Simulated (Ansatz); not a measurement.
RuB₂ in the MoSi2-type structure

Computed with Ansatz (plane waves, PAW, 420 eV cutoff): PBEsol, scalar-relativistic, no spin polarisation, 16×16×16 k-mesh, Gaussian smearing of 0.05 eV. The datasets are Ansatz's generated set soft_2.

```
Ru B
1.0
    -1.36215    1.36215    3.40579
     1.36215   -1.36215    3.40579
     1.36215    1.36215   -3.40579
Ru B
1 2
Cartesian
  0.0000 0.0000 0.0000
  0.0000 0.0000 2.2045
  0.0000 0.0000 4.6070
```

The start was a prototype's sites filled with these elements. The Crystallography Open Database lists the compound in space group Pmmn, so this is a trial structure.

The run above is the reference. The same cell was run again with other input settings; several of them aren't fit for production, so the rows show the settings' effect and aren't properties of the material.

```tsv
keys changed	outcome	ΔE (meV/atom)	P (GPa)	gap on the mesh (eV)	cell moment (μB)	largest force component (eV/Å)	SCF iterations	rough core-seconds	new warnings
none (reference)	converged	0.0	0.0	metal	–	0.001	–	–	–
kpoints.mp_grid.grid: [16, 16, 16] → [11, 11, 11]; crystal.symmetry: {"detect": false}	converged	-0.2	0.0	metal	–	0.007	7	40	–
scf.occupations.width: 0.05 → 0.025; accuracy: "high"	converged	0.0	0.0	metal	–	0.000	7	15	–
hamiltonian.hubbard: {"sites": [{"species": "Ru", "l": "d", "u_eff": 4.0}], "double_counting": "amf"}; basis.xc_grid: 2	converged	–	0.4	metal	–	0.080	7	24	filled band counts differ across k points
scf.mixing.algorithm: "broyden"; scf.mixing.beta: 0.9; scf.mixing.ndim: 8	converged	0.0	0.0	metal	–	0.001	6	11	–
scf.lower_state_search: "light"	converged	0.0	0.0	metal	–	0.001	7	13	–
```

These changes also left energy (to 0.1 meV/atom), pressure, gap, moment and forces as in the reference: scf.algorithm: "direct_min" | scf.convergence.dr2_threshold: 1e-11; scf.initial_density.chi_scale: 0.0 | scf.convergence.dr2_threshold: 1e-11.

ΔE is the energy with the smearing extrapolated to zero. It is left out where the change alters the Hamiltonian or the spin treatment. The varied runs start from atomic densities (corrected by the program's trained start where that serves), with the default search for lower states unless a row changes it.

Question: What happens with these changes: hamiltonian.hubbard: {"sites": [{"species": "Ru", "l": "d", "u_eff": 1.0}], "double_counting": "fll"}; scf.lower_state_search: "off"?

Answer: outcome converged, P (GPa) -0.2, gap on the mesh (eV) metal, largest force component (eV/Å) 0.017, SCF iterations 7, rough core-seconds 24, new warnings filled band counts differ across k points.

Changing scf.algorithm only steers the path to self-consistency, so the energy stays within 0.5 meV/atom.
